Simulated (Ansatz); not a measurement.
Given:

ZnSnN₂:
```cif
data_N2SnZn
_chemical_formula_sum 'Zn1 Sn1 N2'
_space_group_name_H-M_alt 'P 1'
_space_group_IT_number 1
_cell_length_a 5.45142
_cell_length_b 5.45142
_cell_length_c 5.45142
_cell_angle_alpha 33.749
_cell_angle_beta 33.749
_cell_angle_gamma 33.749
loop_
_space_group_symop_operation_xyz
  'x, y, z'
loop_
_atom_site_label
_atom_site_type_symbol
_atom_site_fract_x
_atom_site_fract_y
_atom_site_fract_z
_atom_site_occupancy
Zn1 Zn 0.00000 0.00000 0.00000 1
Sn1 Sn 0.50000 0.50000 0.50000 1
N1 N 0.75274 0.75274 0.75274 1
N2 N 0.24726 0.24726 0.24726 1
```

This is the PBEsol-relaxed structure.

**Question.** All from the program Ansatz at the PBEsol level (PAW), unless another level is named. Predict the electronic dielectric constant ε∞ (DFPT).

**Answer.** 9.43 (xx = yy), 9.01 (zz).

**Question.** Next, the Born charges (a third of the trace)?

**Answer.** Zn +2.80, Sn +4.09, N -3.45 e.

Space group R-3m. The start of the workflow was typed in or built on a structure type; neither database checked (COD, Materials Project) lists it. Whether it is the stable phase at ambient conditions was not checked. The cell was relaxed with PBEsol under the symmetry of its start. At this level the phase is mechanically unstable. Its formation energy is positive at this level, so the cell may be metastable or incomplete. Spin–orbit coupling is left out wherever it is not named.

Potentials: the later of the program's two PAW sets.
